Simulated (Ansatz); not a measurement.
B$_{2}$O$_{3}$:
```
B2O3
1.0
    4.34438     0.00000     0.00000
   -2.17219     3.76234     0.00000
    0.00000     0.00000     8.39031
B O
6 9
Direct
  0.77021   0.60263   0.77530
  0.39737   0.16758   0.10863
  0.83242   0.22979   0.44197
  0.60263   0.77021   0.22470
  0.16758   0.39737   0.89137
  0.22979   0.83242   0.55803
  0.14388   0.54589   0.46196
  0.45411   0.59799   0.79530
  0.40201   0.85612   0.12863
  0.54589   0.14388   0.53804
  0.59799   0.45411   0.20470
  0.85612   0.40201   0.87137
  0.00000   0.84023   0.66667
  0.15977   0.15977   0.00000
  0.84023   0.00000   0.33333
```

x, y and z are the axes in which the lattice vectors are written.

Problem. Give the proper piezoelectric stress tensor with relaxed ions from DFT-r²SCAN in the program Ansatz with PAW potentials.

Solution. In C/m², rows x, y, z, Voigt columns; mesh uncertainty up to 0.00.
```
-0.20   0.20   0.00   0.09   0.00   0.00
 0.00   0.00   0.00   0.00  -0.09   0.20
 0.00   0.00   0.00   0.00   0.00   0.00
```

The elastic tensor of the same run (GPa):

```json
[
 {"": "1", "1": "172", "2": "45.8", "3": "11.0", "4": "-13.7", "5": "0.0", "6": "0.0"},
 {"": "2", "1": "45.8", "2": "172", "3": "11.0", "4": "13.7", "5": "0.0", "6": "0.0"},
 {"": "3", "1": "11.0", "2": "11.0", "3": "58.6", "4": "0.0", "5": "0.0", "6": "0.0"},
 {"": "4", "1": "-13.7", "2": "13.7", "3": "0.0", "4": "47.4", "5": "0.0", "6": "0.0"},
 {"": "5", "1": "0.0", "2": "0.0", "3": "0.0", "4": "0.0", "5": "47.4", "6": "-13.7"},
 {"": "6", "1": "0.0", "2": "0.0", "3": "0.0", "4": "0.0", "5": "-13.7", "6": "63.4"}
]
```

Problem. Convert to strain constants d = e·S.

Solution. In pC/N:
```
-1.4   1.4   0.0   1.0   0.0   0.0
 0.0   0.0   0.0   0.0  -1.0   2.9
 0.0   0.0   0.0   0.0   0.0   0.0
```

Space group P3_121. The workflow started from a Materials Project entry (that database holds measured and hypothetical structures alike); the Crystallography Open Database files this formula in space group No. 152, but the cells were not matched. Whether it is the stable phase at ambient conditions was not checked. The r²SCAN relaxation kept the symmetry of its start; its stability against distortions is not shown here. Signs of piezoelectric constants follow the polarity of the cell as given.

Potentials: the later of the program's two PAW sets.
